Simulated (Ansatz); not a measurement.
# C: comparing deformations

Computed with DFT LDA, scalar-relativistic, plane waves, PAW (Ansatz). Settings: plane waves to 420 eV, k-mesh 8×8×8 (Γ-centred), Gaussian smearing 0.05 eV. No spin polarisation. Energies are free energies at this smearing, counted from the undisturbed cell; pressure is positive in compression.

The starting cell (relaxed at this level; this bcc form isn't the usual structure):

```yaml
crystal:
  lattice:
    - [-2.41040, 2.41040, 2.41040]
    - [2.41040, -2.41040, 2.41040]
    - [2.41040, 2.41040, -2.41040]
  atoms:
    - { symbol: C, position: [0.32547, 0.00000, 0.00000] }
    - { symbol: C, position: [0.67453, 0.67453, 0.67453] }
    - { symbol: C, position: [0.00000, 0.32547, 0.00000] }
    - { symbol: C, position: [0.00000, 0.00000, 0.32547] }
    - { symbol: C, position: [0.00000, 0.67453, 0.00000] }
    - { symbol: C, position: [0.32547, 0.32547, 0.32547] }
    - { symbol: C, position: [0.67453, 0.00000, 0.00000] }
    - { symbol: C, position: [0.00000, 0.00000, 0.67453] }
```

The cell is strained by ε times a Voigt pattern (xx, yy, zz, yz, xz, xy; engineering shear) with fractional coordinates fixed. τ = (1/V0) dE/dε comes from the stress tensor. Of each scan, only the three points used here are listed.

| pattern | ε | τ (GPa) |
| --- | --- | --- |
| (1, 1, 0, 0, 0, 0) | -0.0150 | -27.98 |
| (1, 1, 0, 0, 0, 0) | 0.0000 | 0.00 |
| (1, 1, 0, 0, 0, 0) | 0.0150 | 25.07 |
| (0, 0, 1, 0, 0, 0) | -0.0150 | -11.73 |
| (0, 0, 1, 0, 0, 0) | 0.0000 | 0.00 |
| (0, 0, 1, 0, 0, 0) | 0.0150 | 10.47 |
| (0, 0, 0, 1, 0, 0) | -0.0050 | -1.49 |
| (0, 0, 0, 1, 0, 0) | 0.0000 | 0.00 |
| (0, 0, 0, 1, 0, 0) | 0.0050 | 1.49 |

Q: Which constants do the scans give, and which deformation costs least for the same size of strain tensor?

A: The slope dτ/dε at zero (parabola through three points) is pᵀCp: (1, 1, 0, 0, 0, 0) gives 2(C11 + C12) = 1768 GPa; (0, 0, 1, 0, 0, 0) gives C11 = 740 GPa; (0, 0, 0, 1, 0, 0) gives C44 = 297 GPa. The size of the strain tensor, ε:ε, is ε² times 2.0, 1.0, 0.5. Per unit of it the stiffnesses are 884, 740, 594 GPa, so (0, 0, 0, 1, 0, 0) is the softest of these: at ε:ε = (1 %)² the quadratic term costs 1.30 meV/atom against 1.93 for the stiffest. These are clamped-ion values.

Q: What else follows for this cubic crystal?

A: From the unrounded slopes C11 = 740.0 and C12 = 144.2 GPa, so B = (C11 + 2 C12)/3 = 343 GPa and the Poisson ratio for a pull along a cube edge is C12/(C11 + C12) = 0.16.

Q: How anisotropic is this cubic crystal?

A: Zener's ratio 2 C44/(C11 − C12) = 1.00 with clamped ions; it is 1 for an isotropic solid.

Forces appear on the atoms along this scan, and letting them relax would lower the energy and soften the response.